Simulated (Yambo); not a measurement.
Yambo run on CsH (CsCl type, space group Pm-3m, No. 221). The wavefunctions are LDA (Quantum ESPRESSO, PseudoDojo norm-conserving, 74 Ry, without SOC) ones on a 4×4×4 mesh (5 occupied bands); a = b = c = 3.8184 Å, α = β = γ = 90.00°.

Yambo input:

```
rim_cut
HF_and_locXC
RandQpts= 1000000
RandGvec= 1 Ry
EXXRLvcs= 74 Ry
VXCRLvcs= 296 Ry
% QPkrange
 3 | 3 | 5 | 6 |
 10 | 10 | 5 | 6 |
%
```

k points by index: 3 = X, 10 = R.

Resulting energies as the program prints them:

```
#    K-point    Band    Eo [eV]    Ehf [eV]    Vxc [eV]    Vnlxc [eV]
#
    3    5    -0.261784    -3.404585    -10.03255    -13.17535
    3    6    2.298035    6.570006    -7.741837    -3.469866
    10    5    0.000000    -2.966452    -9.762956    -12.72941
    10    6    2.488806    6.570069    -7.817968    -3.736705
```
Exchange alone, without screening.

Geometry of the Materials Project entry, not relaxed at this level.

The structure is a Materials Project entry; no match was found in the copy of COD used, and its stability was not checked.
